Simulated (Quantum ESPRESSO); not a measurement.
One change at a time to Ag2Pd2Ti3Zn

All numbers below are calculated, not measured. They come from Quantum ESPRESSO 7.5, a public plane-wave density functional program. Each row is one single-point run on a made-up periodic cell of eight metal atoms, with elements, volume, strain and displacements drawn at random and not relaxed, so a cell may be unstable or far from any real phase. There is no spin polarisation or spin-orbit coupling.

Settings: PBE unless stated; PseudoDojo standard norm-conserving files; Fermi-Dirac width 0.25 eV, which means electrons at about 2900 K; cutoff 1143 eV; 5 x 5 x 5 k mesh shifted half a step off Gamma. E is the free energy of the whole cell (internal energy minus TS), so a -TS column is already part of it. Stress is positive in tension, and the pressure P is minus a third of its trace.

Checks: one run of this series was repeated at a higher cutoff and on a denser mesh, which moved values by no more than 0.004 eV, 0.03 GPa and 0.003 eV/Å, and a second program with other atomic files agreed on it to 2 % rms in force and 0.5 GPa in pressure. Known limits: a spin test at this wide smearing found no moment, but such smearing suppresses magnetism that the real alloy may have.

The lattice is hexagonal close-packed, and the cell vectors in Å are (2.877, 0.053, 4.557); (2.915, 0.010, -4.581); (-2.842, 4.861, 0.036), a volume of 129.46 Å³ in run 1. The elements on sites 1 to 8 are Ti Ag Zn Pd Ti Ag Pd Ti. Each later run makes one change to run 1 and keeps the rest. E is counted from run 1, and is n/a where other atomic files have another zero of energy.

```
run,change,V (Å³),P (GPa),-TS (eV),rms force (eV/Å),largest change of a force component (eV/Å),E (eV)
1,none,129.46,2.51,-1.723,0.341,0.000,0.000
2,sites 2 and 7 exchanged,129.46,2.63,-1.738,0.328,0.373,-0.085
3,all lengths scaled by +1.35 %,134.78,-2.22,-1.787,0.291,0.123,?
4,LDA in place of PBE,129.46,-8.42,-1.731,0.284,0.145,n/a
5,Al on site 5,129.46,0.66,-1.339,0.333,0.205,n/a
6,site 8 moved by +0.14 Å along y,129.46,2.50,-1.711,0.369,0.618,0.021
```

## Worked estimate

Along a uniform scaling dE = -P dV. The mean of the two pressures is 0.145 GPa and the volume changes by 5.32 Å³, with 160.2 GPa to one eV/Å³. The same two rows give -V dP/dV = 117 GPa for this cell with clamped atoms, which is not the bulk modulus of a real alloy.

## Withheld value

Question: what E should run 3 give?

The estimate is -0.005 eV. The calculation gave -0.003 eV.
